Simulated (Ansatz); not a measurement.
# Thermal properties of CrSi8Mo3 from its phonons

Computed with Ansatz 0.2.0, DFT PBE, scalar-relativistic, plane waves, PAW. Settings: 420 eV plane-wave cutoff, Γ-centred 8×8×6 mesh, Fermi-Dirac smearing of 0.15 eV. No spin polarisation. Phonons by linear response, acoustic sum rule imposed.

Relaxed structure:
```cif
data_structure
_symmetry_space_group_name_H-M 'P4/mmm'
_symmetry_Int_Tables_number 123
_cell_length_a 4.5095
_cell_length_b 4.5095
_cell_length_c 7.8024
_cell_angle_alpha 90.000
_cell_angle_beta 90.000
_cell_angle_gamma 90.000
_cell_volume 158.67
loop_
_atom_site_label
_atom_site_type_symbol
_atom_site_symmetry_multiplicity
_atom_site_Wyckoff_symbol
_atom_site_fract_x
_atom_site_fract_y
_atom_site_fract_z
_atom_site_occupancy
Cr1 Cr 1 b 0.00000 0.00000 0.50000 1
Si1 Si 4 i 0.00000 0.50000 0.66170 1
Si2 Si 2 g 0.00000 0.00000 0.17046 1
Si3 Si 2 h 0.50000 0.50000 0.16606 1
Mo1 Mo 2 f 0.00000 0.50000 0.00000 1
Mo2 Mo 1 d 0.50000 0.50000 0.50000 1
```

The structure comes from a generated guess, relaxed at this level; another structure or a mixture of phases may lie lower. In a metal, frequencies and elastic constants depend on the k mesh and the smearing, soft modes and shear constants most. Some empty bands missed the eigensolver's threshold. The q mesh is coarse, so values between its points are rough.

Force constants from linear response on a 2×2×1 q mesh, interpolated to a fine mesh.

Phonon density of states, in bins of 10 cm⁻¹:
(bin centre (cm⁻¹), share of modes (%)): (5, 0.0), (15, 0.0), (25, 0.0), (35, 0.0), (45, 0.0), (55, 0.1), (65, 0.1), (75, 0.1), (85, 0.2), (95, 0.2), (105, 0.3), (115, 0.4), (125, 0.4), (135, 0.6), (145, 0.7), (155, 0.9), (165, 1.2), (175, 1.8), (185, 2.2), (195, 3.2), (205, 4.8), (215, 5.7), (225, 3.4), (235, 3.4), (245, 5.1), (255, 5.4), (265, 5.3), (275, 5.7), (285, 5.8), (295, 5.3), (305, 3.4), (315, 3.0), (325, 2.6), (335, 2.7), (345, 2.7), (355, 2.4), (365, 3.4), (375, 3.2), (385, 3.7), (395, 1.4), (405, 1.0), (415, 2.1), (425, 2.2), (435, 3.0), (445, 0.8), (455, 0.1)

Question: Give the zero-point energy per atom.

Answer: 52.9 meV.

Question: How large are the vibrational entropy and heat capacity at 300 K?

Answer: S = 2.43 k_B and C_V = 2.56 k_B per atom, 85 % of the Dulong–Petit value.

Question: Tabulate them against temperature.

Answer:
```tsv
T (K)	F_vib (meV/atom)	S (k_B/atom)	C_V (k_B/atom)
100	52.1	0.38	0.97
200	44.2	1.47	2.13
300	27.2	2.43	2.56
400	2.9	3.19	2.74
500	-27.3	3.81	2.83
600	-62.5	4.33	2.88
700	-101.8	4.78	2.91
800	-144.7	5.17	2.93
900	-190.7	5.51	2.94
1000	-239.6	5.83	2.96
```
